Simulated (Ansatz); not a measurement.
The elements of this relaxed trial crystal are hidden behind letters.

```
lattice vectors (Å)
   5.0469    0.0000    0.0000
   0.0000    5.0469    0.0000
   0.0000    0.0000    8.0303
fractional positions
X 0.5000 0.5000 0.0000
Z 0.0000 0.5000 0.5000
Z 0.5000 0.0000 0.5000
Z 0.0000 0.0000 0.5000
Q 0.5000 0.5000 0.3200
Q 0.5000 0.5000 0.6800
```

All numbers below come from Ansatz, DFT PBE, scalar-relativistic, plane waves, PAW. Settings of the last relaxation (6-atom cell): 420 eV, 8×8×6 k points, Gaussian smearing of 0.10 eV, no spin polarisation.

* Space group: P4/mmm (No. 123)
* Conventional cell: a = 5.047 Å, c = 8.030 Å
* Volume per atom: 34.09 Å³
* Density: 3.85 g/cm³
* Energy over the elements: +0.33 eV/atom
* Gap on the 8×8×6 mesh of the 6-atom cell: 0 eV (a metal)

Energies are uncorrected and count from the elements' standard states at the same level.

Q: X is a p-block element of period 5, Z is a p-block element of period 4 and Q is a p-block element of period 4. Which elements are they?

A: X = In, Z = Ga, Q = As, so the formula is InGa3As2. Density times volume gives a mean mass of 3.85 × 34.09/1.6605 = 79.0 u per atom, and this set has 79.0 u. In has 2 As at 2.57 Å, 8 Ga at 4.74 Å, 4 In at 5.05 Å and 8 Ga at 5.37 Å; Ga on a site of symmetry mmm is surrounded by 2 Ga at 2.52 Å and 4 As at 2.91 Å; As has 1 In at 2.57 Å, 1 As at 2.89 Å and 4 Ga at 2.91 Å; 1 more site not described. Other sets within the hints have nearly the same mass, so mass alone doesn't settle it; this one was computed.

Symmetry constrained the relaxation, so the result can be a saddle point. Another cell of InGa3As2 relaxed alike, in P4/mmm, lies 220 meV/atom lower, so this cell isn't the stable form at this level.
